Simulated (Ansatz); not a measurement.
Polymorphs of In, each relaxed with r²SCAN in the plane-wave PAW code Ansatz:

A: body-centred tetragonal (I4/mmm), a = 3.888 Å, b = 3.888 Å, c = 3.515 Å, α = 90.00°, β = 90.00°, γ = 90.00°

B: body-centred tetragonal (I4/mmm), a = 3.2209 Å, b = 3.2209 Å, c = 5.0519 Å, α = 90.00°, β = 90.00°, γ = 90.00°

C: dhcp (α-La type) (P6_3/mmc), a = b = 3.298 Å, c = 11.183 Å, α = β = 90.00°, γ = 120.00°

D: 9R (Sm type) (R-3m), a = 3.2875 Å, b = 3.2875 Å, c = 25.3666 Å, α = 90.00°, β = 90.00°, γ = 120.00°

E: hcp (Mg type) (P6_3/mmc), a = b = 3.3075 Å, c = 5.5914 Å, α = β = 90.00°, γ = 120.00°

**Question.** Rank these by energy per atom at 0 K (lowest first), as r²SCAN gives it.

**Answer.** B (+0 meV/atom), C (+5 meV/atom), D (+10 meV/atom), E (+14 meV/atom), A (+23 meV/atom)

Not the usual ambient phase: C; D; E. Relaxed far from the usual cell of the phase: A. All cells were relaxed under the symmetry of their starts (and spin orders); stability against distortions was not tested throughout. Spin–orbit coupling is left out wherever it is not named.

Energies hold the estimated change up to a 700 eV cutoff; steps of a few meV lie near the error of the meshes.

Potentials: the later of the program's two PAW sets.
